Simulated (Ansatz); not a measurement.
A relaxed cell of ZnSnS₂ is given with its symmetry left out. The cell was found from a structure generator's guess, not taken from experiment.

All numbers below come from Ansatz, DFT PBE, scalar-relativistic, plane waves, PAW. Cutoff 420 eV, Γ-centred mesh, Gaussian smearing, no spin polarisation.

```cif
data_structure
_symmetry_space_group_name_H-M 'P 1'
_symmetry_Int_Tables_number 1
_cell_length_a 4.8317
_cell_length_b 4.8317
_cell_length_c 3.7338
_cell_angle_alpha 90.000
_cell_angle_beta 90.000
_cell_angle_gamma 90.000
_cell_volume 87.17
loop_
_atom_site_label
_atom_site_type_symbol
_atom_site_fract_x
_atom_site_fract_y
_atom_site_fract_z
_atom_site_occupancy
Zn1 Zn 0.00000 0.00000 0.00000 1
Sn1 Sn 0.50000 0.50000 0.50000 1
S1 S 0.50000 0.00000 0.00000 1
S2 S 0.00000 0.50000 0.00000 1
```

Formation energies are uncorrected and refer to the elements' standard structures at the same level. The references include grey tin.

Q: Find its symmetry and describe it.

A: P4/mmm (No. 123). Conventional cell: a = 4.832 Å, c = 3.734 Å. Around Zn lie 4 S at 2.42 Å; Sn has 8 S at 3.05 Å; S is surrounded by 2 Zn at 2.42 Å and 4 Sn at 3.05 Å.

Q: How far does it lie from the elements in energy?

A: −0.26 eV/atom. Whether it is stable depends on the other phases of the system, which aren't compared here.

Q: Is it a metal?

A: Yes, bands cross the Fermi level on the 10×10×12 mesh.

Q: From what recipe could a structure generator have reached it?

A: One such recipe: perovskite family, infinite layers (P4/mmm, No. 123). Other recipes can lead to the same cell.

The last run used a 10×10×12 mesh (in the run's order of axes) for its 4-atom cell and Gaussian smearing of 0.10 eV. The reference form of S is held partly by dispersion forces, which this level lacks. Symmetry constrained the relaxation, so the result can be a saddle point.
